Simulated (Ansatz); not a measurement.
Mg$_{4}$Te$_{3}$S: computed property card

Mg4Te3S:
```xyz
8
Lattice="4.3659 0.0000 0.0000 0.0000 8.7961 0.0000 0.0000 0.0000 6.0996" Properties=species:S:1:pos:R:3 pbc="T T T"
Mg     0.0000     2.4080     5.9862
Mg     0.0000     6.3881     5.9862
Mg     2.1829     0.0000     2.9537
Mg     2.1829     4.3980     3.3407
Te     2.1829     2.3298     1.5327
Te     2.1829     6.4663     1.5327
Te     0.0000     0.0000     4.6077
S      0.0000     4.3980     4.5581
```

Space group Pmm2 (No. 25); conventional cell a = 4.3659 Å, b = 8.7961 Å, c = 6.0996 Å, α = 90.00°, β = 90.00°, γ = 90.00°.

Method: LDA in the plane-wave PAW code Ansatz. Geometry: relaxed at this level of theory. Other levels are named where they apply.

Cell and energy:

```json
{
  "volume_per_atom": "29.28 Å³",
  "density": "3.63 g/cm³",
  "Formation energy from the elements (no fitted shifts)": "-0.97 eV/atom"
}
```

Electronic structure:

```json
{
  "band_gap": "1.73 eV (indirect)",
  "valence_band_maximum": "at Y (k = 0.000, 0.500, 0.000 in fractions of the reciprocal vectors)",
  "conduction_band_minimum": "at Γ",
  "smallest_direct_gap_on_the_standard_path": "1.81 eV",
  "electron_effective_mass": "0.21, 0.23, 0.23 mₑ (principal values)",
  "hole_effective_mass": "0.26, 1.4, 2.8 mₑ (principal values)"
}
```

Mechanics:

```json
{
  "Bulk modulus (Birch–Murnaghan fit)": "423 kbar",
  "Pressure derivative B′": "3.8",
  "Elastic constants (relaxed ions, GPa)": "C11 = 66.1, C22 = 68.3, C33 = 49.6, C12 = 26.0, C13 = 36.9, C23 = 37.9, C44 = 19.3, C55 = 19.2, C66 = 8.7",
  "mechanical_stability": "stable (all eigenvalues of C positive)",
  "hill_bulk_and_shear_moduli": "42.7 and 13.6 GPa",
  "Young's modulus": "36.8 GPa",
  "Poisson's ratio": "0.36",
  "debye_temperature_from_the_elastic_constants": "210 K",
  "Piezoelectric stress constants (proper, relaxed ions, C/m²)": "e15 = 0.18, e24 = -0.19, e31 = 0.19, e32 = -0.20"
}
```

Phonons:

```json
{
  "Highest zone-centre frequency (without LO–TO term)": "327 cm⁻¹",
  "zone_centre_stability": "no imaginary mode at Γ"
}
```

The workflow started from a Materials Project entry (that database holds measured and hypothetical structures alike); the Crystallography Open Database copy checked does not list it. Whether it is the stable phase at ambient conditions was not checked. The LDA relaxation kept the symmetry of its start. Signs of piezoelectric constants follow the polarity of the cell as given. The references are the lowest solids computed at this level, not always the standard phases. Scalar-relativistic: spin–orbit coupling is off unless named, which matters more the heavier the elements.

Potentials: the later of the program's two PAW sets.
